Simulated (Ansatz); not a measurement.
ScB2, DFT, PBEsol, PAW with Ansatz's default frozen-core files, scalar-relativistic (Ansatz 0.2.0), run on 1 thread of Arm Neoverse V1 on a shared host.

The geometry is COD entry 1510831, unchecked; take it as a test cell. The listed cell was then made from it by scaling, straining or moving an atom.

Command: `ansatz run input.yaml --threads 1 --pin off --max-ram 4096MiB --backend cpu --events-out ev --progress --plain --runs-dir out`

```yaml
crystal:
  lattice:
    - [3.1184999906, 0.0, 0.0]
    - [-1.5592499954, 2.7007002136, 0.0]
    - [0.0, 0.0, 3.52]
  atoms:
    - { symbol: Sc, position: [0.0, 0.0, 0.0] }
    - { symbol: B, position: [0.3333333333, 0.6666666667, 0.5] }
    - { symbol: B, position: [0.6666666667, 0.3333333333, 0.5] }
kpoints:
  mp_grid: { grid: [12, 12, 9] }
scf:
  occupations: { method: fermi_dirac, width: 0.03 }
hamiltonian:
  xc: pbesol
  pseudopotentials: { kind: paw }
output:
  forces: true
  stress: true
  eigenvalues: true
  efg: { contact_densities: true }
```

Question: How large is the problem that the program sets up?

Answer: 95 irreducible k-points, 563 plane waves at Γ, 13 bands.

Question: Estimate the wall time and the peak memory.

Answer: 3.5 s of wall time for 6 SCF iterations, with a peak of 0.37 GiB. Times on shared machines scatter by tens of per cent.

Question: And the same cell and mesh by all-electron PAW (datasets made for this crystal), asked for forces, stress, eigenvalues, efg, on the same hardware?

Answer: 11 s, peak memory 0.45 GiB.
